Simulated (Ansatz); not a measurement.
Total density of states per atom from PBE in the plane-wave PAW code Ansatz, in 0.25 eV bins, energy from the Fermi level:

(E (eV), states/eV/atom): (-7.85, 0.00); (-7.60, 0.02); (-7.35, 0.03); (-7.10, 0.12); (-6.85, 0.31); (-6.60, 0.57); (-6.35, 0.91); (-6.10, 0.90); (-5.85, 0.40); (-5.60, 0.44); (-5.35, 0.42); (-5.10, 0.54); (-4.85, 0.62); (-4.60, 0.77); (-4.35, 0.67); (-4.10, 0.77); (-3.85, 0.98); (-3.60, 1.13); (-3.35, 1.01); (-3.10, 0.70); (-2.85, 0.64); (-2.60, 0.07); (-2.35, 0.39); (-2.10, 1.33); (-1.85, 0.96); (-1.60, 0.79); (-1.35, 0.55); (-1.10, 0.23); (-0.85, 0.25); (-0.60, 0.45); (-0.35, 0.58); (-0.10, 0.47); (0.15, 0.35); (0.40, 0.29); (0.65, 0.36); (0.90, 0.44); (1.15, 0.61); (1.40, 1.11); (1.65, 1.57); (1.90, 1.08); (2.15, 0.64); (2.40, 0.40); (2.65, 0.60); (2.90, 0.74); (3.15, 0.91); (3.40, 0.77); (3.65, 0.56); (3.90, 0.46); (4.15, 0.50); (4.40, 0.63); (4.65, 0.59)

Question: Which compound is it?
A. MoP, P-6m2 (Mo on 1a, P on 1d)
B. AlP, zinc blende
C. S, P6/mmm (S on 1a, S on 2d)
D. Li2O, anti-fluorite

Answer: A, MoP, P-6m2 (Mo on 1a, P on 1d). Within 0.5 eV of the Fermi level: Mo 4d 86 %, P 3p 10 %. Projections are on Löwdin-orthogonalised atomic valence shells; empty p or d shells of many metals are not among them.

The cell was relaxed with PBE under the symmetry of its start. No spin polarisation was allowed. Spin–orbit coupling is left out wherever it is not named.

Potentials: the later of the program's two PAW sets.
